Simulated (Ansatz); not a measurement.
Input and command of a plane-wave DFT calculation in Ansatz:

```yaml
crystal:
  lattice:
    - [3.3154692493, 0.0, 0.0]
    - [-1.6577346247, 2.8712805953, 0.0]
    - [0.0, 0.0, 14.606932]
  atoms:
    - { symbol: In, position: [0.6666666667, 0.3333333333, 0.590021] }
    - { symbol: In, position: [0.6666666667, 0.3333333333, 0.409979] }
    - { symbol: O, position: [0.0, 0.0, 0.639867] }
    - { symbol: O, position: [0.0, 0.0, 0.360133] }
basis:
  ecutwfc: 500
kpoints:
  mp_grid: { grid: [12, 12, 2] }
hamiltonian:
  xc: r2scan
scf:
  occupations: { method: gaussian, width: 0.05 }
output:
  forces: true
  stress: true
  eigenvalues: true
```

```bash
ansatz run input.yaml --threads 1 --pin off --max-ram 2560MiB --backend cpu --events-out ev --progress --plain --runs-dir out
```

Processor: AMD EPYC 9R45 96-Core Processor (Zen 5), 1 thread, on a host shared with other jobs.

Task: Estimate time, memory and problem size.

Result: About 8.6 s on 1 thread of AMD EPYC 9R45 96-Core Processor (Zen 5), on a shared host, peak memory 0.7 GiB. It solves 23 bands at 38 k points (the mesh reduced by symmetry) with about 3461 plane waves, in 8 SCF iterations.
